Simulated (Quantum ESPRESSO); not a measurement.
pw.x input (Quantum ESPRESSO 7.5; PBEsol, PseudoDojo standard norm-conserving files, scalar-relativistic):

```
&CONTROL
  calculation = 'scf'
  pseudo_dir = './pseudo'
  outdir = './out'
  tprnfor = .true.
  tstress = .true.
/
&SYSTEM
  ibrav = 0
  nat = 1
  ntyp = 1
  ecutwfc = 84.0
  ecutrho = 336.0
  occupations = 'smearing'
  smearing = 'fd'
  degauss = 0.005
  nbnd = 13
/
&ELECTRONS
  conv_thr = 1e-10
/
ATOMIC_SPECIES
Pt 195.0840 Pt.upf
CELL_PARAMETERS angstrom
  0.000000000000   1.971575000000   1.971575000000
  1.971575000000   0.000000000000   1.971575000000
  1.971575000000   1.971575000000   0.000000000000
ATOMIC_POSITIONS crystal
Pt   0.000000000000   0.000000000000   0.000000000000
K_POINTS automatic
20 20 20 0 0 0
```

End of the output:

```
     total energy              =    -261.11394325 Ry
     estimated scf accuracy    <       0.00000030 Ry
     total energy              =    -261.11394330 Ry
     estimated scf accuracy    <          3.0E-10 Ry
     total energy              =    -261.11394330 Ry
     estimated scf accuracy    <          4.3E-10 Ry
[...]
     the Fermi energy is    22.9099 ev
!    total energy              =    -261.11394330 Ry
     estimated scf accuracy    <          2.6E-11 Ry
     smearing contrib. (-TS)   =      -0.00197953 Ry
     internal energy E=F+TS    =    -261.11196377 Ry
     The total energy is F=E-TS. E is the sum of the following terms:
     one-electron contribution =     -52.96141980 Ry
     hartree contribution      =      38.48002554 Ry
     xc contribution           =     -47.27465709 Ry
     ewald contribution        =    -199.35591241 Ry
     convergence has been achieved in   8 iterations
     Forces acting on atoms (cartesian axes, Ry/au):
     atom    1 type  1   force =     0.00000000    0.00000000    0.00000000
     Total force =     0.000000     Total SCF correction =     0.000000
     Computing stress (Cartesian axis) and pressure
          total   stress  (Ry/bohr**3)                   (kbar)     P=      -56.25
  -0.00038240  -0.00000000  -0.00000000          -56.25       -0.00       -0.00
  -0.00000000  -0.00038240  -0.00000000           -0.00      -56.25       -0.00
  -0.00000000  -0.00000000  -0.00038240           -0.00       -0.00      -56.25
```

Spin-orbit coupling is not included.

Geometry of the Materials Project entry, not relaxed at this level.
